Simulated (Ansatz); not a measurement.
Os, DFT, PBEsol, all-electron PAW with datasets made for the crystal, scalar-relativistic (Ansatz 0.2.0), run on 1 thread of Arm Neoverse V2 on a shared host.

The cell is a database entry far from equilibrium at this level of theory, probably a faulty or high-pressure entry; it serves as a test geometry alone. The listed cell was then made from it by scaling, straining or moving an atom.

Command: `ansatz run input.yaml --threads 1 --pin off --max-ram 3072MiB --backend cpu --events-out ev --progress --plain --runs-dir out`

```yaml
crystal:
  lattice:
    - [0.0, 2.00335, 1.945]
    - [2.00335, 0.0, 1.945]
    - [2.00335, 2.00335, 0.0]
  atoms:
    - { symbol: Os, position: [0.0, 0.0, 0.0] }
kpoints:
  mp_grid: { grid: [14, 14, 14] }
scf:
  occupations: { method: fermi_dirac, width: 0.05 }
hamiltonian:
  xc: pbesol
  pseudopotentials: { kind: all_electron, datasets: crystal }
output:
  forces: true
  stress: true
  eigenvalues: true
  efg: { contact_densities: true }
```

Task: How large is the problem that the program sets up?

Result: 244 irreducible k-points, 173 plane waves at Γ, 8 bands.

Task: Estimate the wall time and the peak memory.

Result: 11 s of wall time for 7 SCF iterations, with a peak of 0.49 GiB. Times on shared machines scatter by tens of per cent.

Task: And the same cell and mesh by PAW with the default files, asked for forces, stress, eigenvalues, efg, write_density, write_potential, elf, on the same hardware?

Result: 4.4 s, peak memory 0.38 GiB.
